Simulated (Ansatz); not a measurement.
# Quasiparticle levels of SrTiO₃ (Pm-3m)

Method: G0W0@PBE, plasmon-pole screening, soft PAW set, first generation in Ansatz.

The input was:

```json
{
 "crystal": {"lattice": [[3.905, 0.0, 0.0], [0.0, 3.905, 0.0], [0.0, 0.0, 3.905]], "atoms": [{"symbol": "Sr", "position": [0, 0, 0]}, {"symbol": "Ti", "position": [0.5, 0.5, 0.5]}, {"symbol": "O", "position": [0.5, 0.5, 0]}, {"symbol": "O", "position": [0.5, 0, 0.5]}, {"symbol": "O", "position": [0, 0.5, 0.5]}]},
 "kpoints": {"mp_grid": {"grid": [3, 3, 3], "shift": [0, 0, 0]}},
 "hamiltonian": {"xc": "pbe", "pseudopotentials": {"kind": "paw"}},
 "scf": {"occupations": {"method": "fixed"}, "convergence": {"dr2_threshold": "1e-9 eV"}, "lower_state_search": "off"},
 "output": {"forces": false, "stress": false},
 "gw": {"n_empty_bands": 280, "ecut_chi": 113.3, "qp_bands": ["v1", "c1"], "qp_kpoints": [[0, 0, 0]], "ecutfock_ratio": 2}
}
```

The input is rewritten from the run's settings (development build, wave cutoff 420 eV).

Linearised quasiparticle energies, zero at the top filled Kohn-Sham level among these points. VB is the top filled band, CB the lowest empty one. The wave cutoff came out at 420 eV.

| k | band | ε_KS (eV) | Σx − Vxc (eV) | Σc (eV) | Z | ε_QP (eV) |
| --- | --- | --- | --- | --- | --- | --- |
| Γ | VB | 0.00 | -4.83 | 4.58 | 0.77 | -0.19 |
| Γ | CB | 2.15 | 7.77 | -6.14 | 0.78 | 3.41 |

The gap (direct at Γ) opens from 2.15 eV to 3.60 eV.

Electronic (ion-clamped) dielectric constant on this mesh, from the head of the inverse dielectric matrix: 7.7.

Soft PAW datasets can miss an all-electron G0W0 gap by more than 5 %. Spin-orbit coupling is left out. The mesh is coarse, so these are values at the stated settings, not converged ones. Band sums or response are cut, so the gap isn't at its basis limit. The gap is read among the points solved; the crystal's band edges can lie elsewhere. Meshes this coarse can overestimate the dielectric constant by a tenth and more.
